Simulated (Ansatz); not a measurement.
**Question.** Each is relaxed and computed with PBE in the plane-wave PAW code Ansatz. Which is the only metal?
A. CoLi5Nb5O18Ti, P3 (Pearson symbol hP30)
B. Ca6Sb2PN, Fm-3m (Ca on 24e, Sb on 8c, P on 4a, N on 4b)
C. InP, zinc blende
D. NbP, P6/mmm (Nb on 3f, P on 1a, P on 2d)

**Answer.** D, NbP, P6/mmm (Nb on 3f, P on 1a, P on 2d). NbP: metal; Ca6Sb2PN: gap 0.63 eV (direct); CoLi5Nb5O18Ti: gap 0.56 eV (indirect); InP: gap 0.44 eV (direct). Spin orders computed, not proven ground states: CoLi5Nb5O18Ti, P3 (Pearson symbol hP30) ferromagnetic. Constructed cells (a structure type filled with these elements, in neither database checked): NbP, P6/mmm (Nb on 3f, P on 1a, P on 2d). Typed or built starts, not in the databases checked: Ca6Sb2PN, Fm-3m (Ca on 24e, Sb on 8c, P on 4a, N on 4b); CoLi5Nb5O18Ti, P3 (Pearson symbol hP30). All cells were relaxed under the symmetry of their starts (and spin orders); stability against distortions was not tested throughout. Rows with no word on spin ran without spin polarisation. No Hubbard U is applied. Scalar-relativistic: spin–orbit coupling is off unless named, which matters more the heavier the elements.

Potentials: the later of the program's two PAW sets.
